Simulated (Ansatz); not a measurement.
**Rutile alloy of SnO2 and TiO2 (1 of 24 Sn sites exchanged), 72 atoms**

Ansatz, PAW, plane waves. PBEsol relaxation of cell lengths and atoms (angles held) at the single k point (½, ½, ½); single points on the relaxed atoms at the Γ point alone, onto which points of the small cell's zone fold. Arrangement: quasirandom. No spin–orbit coupling unless named.

Relaxed structure:

```
Sn Ti O
1.0
     9.53958    0.00000    0.00000
     0.00000    9.53936    0.00000
     0.00000    0.00000    9.57916
Sn Ti O
23 1 48
Direct
  0.00006 0.99988 0.00014
  0.00004 0.99987 0.33324
  0.00001 0.99987 0.66706
  0.00003 0.49983 0.33077
  0.00006 0.49983 0.66947
  0.50002 0.99988 0.00016
  0.50000 0.99987 0.33292
  0.50005 0.99985 0.66738
  0.50006 0.49988 0.00014
  0.50003 0.49987 0.33324
  0.50001 0.49987 0.66706
  0.24863 0.25133 0.16596
  0.24946 0.25040 0.50015
  0.24863 0.25127 0.83434
  0.24820 0.74803 0.16544
  0.25022 0.75008 0.50016
  0.24822 0.74806 0.83485
  0.75184 0.25166 0.16545
  0.74979 0.24966 0.50015
  0.75186 0.25170 0.83486
  0.75145 0.74850 0.16598
  0.75058 0.74927 0.50015
  0.75141 0.74849 0.83434
  0.99996 0.49994 0.00008
  0.15437 0.15089 0.00016
  0.15192 0.15428 0.33288
  0.15190 0.15430 0.66742
  0.14839 0.64822 0.00013
  0.15222 0.65210 0.33325
  0.15222 0.65208 0.66708
  0.65385 0.15372 0.00015
  0.65375 0.15359 0.33253
  0.65377 0.15359 0.66778
  0.65105 0.65422 0.00016
  0.65446 0.65174 0.33287
  0.65444 0.65176 0.66742
  0.34901 0.34555 0.00013
  0.34561 0.34799 0.33291
  0.34557 0.34803 0.66741
  0.34614 0.84606 0.00016
  0.34626 0.84617 0.33251
  0.34627 0.84616 0.66777
  0.85164 0.35152 0.00016
  0.84775 0.34767 0.33322
  0.84778 0.34768 0.66708
  0.84566 0.84887 0.00014
  0.84813 0.84547 0.33291
  0.84812 0.84545 0.66741
  0.09445 0.40545 0.15744
  0.09659 0.40328 0.50012
  0.09442 0.40543 0.84289
  0.09587 0.90165 0.16666
  0.09746 0.90339 0.50016
  0.09592 0.90169 0.83363
  0.59817 0.40395 0.16666
  0.59650 0.40243 0.50016
  0.59818 0.40395 0.83363
  0.59741 0.90246 0.16675
  0.59721 0.90264 0.50015
  0.59740 0.90246 0.83356
  0.40262 0.09730 0.16676
  0.40283 0.09707 0.50016
  0.40262 0.09729 0.83353
  0.40184 0.59575 0.16666
  0.40356 0.59735 0.50014
  0.40189 0.59581 0.83363
  0.90413 0.09803 0.16667
  0.90260 0.09638 0.50015
  0.90411 0.09803 0.83363
  0.90561 0.59431 0.15737
  0.90349 0.59641 0.50015
  0.90559 0.59429 0.84293
```

Q: What are the mean bond lengths by pair (pairs within 1.2 times the sum of covalent radii, less contacts 15 % beyond the pair's median; cation–cation pairs of compounds aside; long ionic contacts are cut short by that bound)?

A: O–Sn 2.068 ± 0.008 Å (standard deviation, 138 bonds); O–Ti 1.982 ± 0.014 Å (standard deviation, 6 bonds).

Q: What gap lies between the top filled and the lowest empty level in the single points?

A: HSE06 2.95 eV (5.3 min on 7 threads of Neoverse-V2).
